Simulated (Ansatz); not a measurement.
**Computed properties of NiO**

NiO:
```cif
data_Ni2O2
_chemical_formula_sum 'Ni2 O2'
_space_group_name_H-M_alt 'P 1'
_space_group_IT_number 1
_cell_length_a 3.61024
_cell_length_b 3.61024
_cell_length_c 3.61024
_cell_angle_alpha 60.000
_cell_angle_beta 60.000
_cell_angle_gamma 60.000
loop_
_space_group_symop_operation_xyz
  'x, y, z'
loop_
_atom_site_label
_atom_site_type_symbol
_atom_site_fract_x
_atom_site_fract_y
_atom_site_fract_z
_atom_site_occupancy
Ni1 Ni 0.00000 0.00000 0.00000 1
O1 O 0.25000 0.25000 0.25000 1
Ni2 Ni 0.50000 0.50000 0.50000 1
O2 O 0.75000 0.75000 0.75000 1
```
The run is spin-polarised; directions of the spins, atom by atom: ↑ 0 ↓ 0.

Space group Pm-3m (No. 221), CsCl type; conventional cell a = b = c = 2.553 Å, α = β = γ = 90.00°.

Method: DFT-PBEsol in the program Ansatz with PAW potentials. Structure relaxed to zero pressure with the same functional. Other levels are named where they apply.

**Cell and energy**

Volume per atom: 8.32 Å³
Density: 7.46 g/cm³
Formation energy from the elements (no fitted shifts): -0.053 eV/atom

**Electronic structure**

- Electronic character: metallic (no gap)
- Density of states at the Fermi level: 0.72 states/eV per atom (mean over ±0.08 eV)

**Magnetism**

* **Magnetic order**: antiferromagnetic
* **Net moment**: 0.00 μB per atom

**Mechanics**

- Bulk modulus (Birch–Murnaghan fit): 224 GPa
- Pressure derivative B′: 4.6

A made-up cell: these elements were put on the sites of a structure type; neither database checked (COD, Materials Project) lists it. It is not the phase usual at ambient conditions (space group No. 225). The cell was relaxed with PBEsol under the symmetry of its start, as lowered by the spin order; whether a distortion lowers the energy is not shown. Magnetic state: antiferromagnetic, chosen from 3 collinear starts compared on coarse meshes (ties went to the first, and starts can fall back to one state), not a proven ground state. No Hubbard U is applied. The compound may be a true metal, but semilocal functionals without U, or a wrong spin order, can also close a gap. Point labels and valley counts follow the cell and symmetry of the run, lower than the named group. The references are the lowest solids computed at this level, not always the standard phases (solids in place of the gases).

Potentials: the later of the program's two PAW sets.
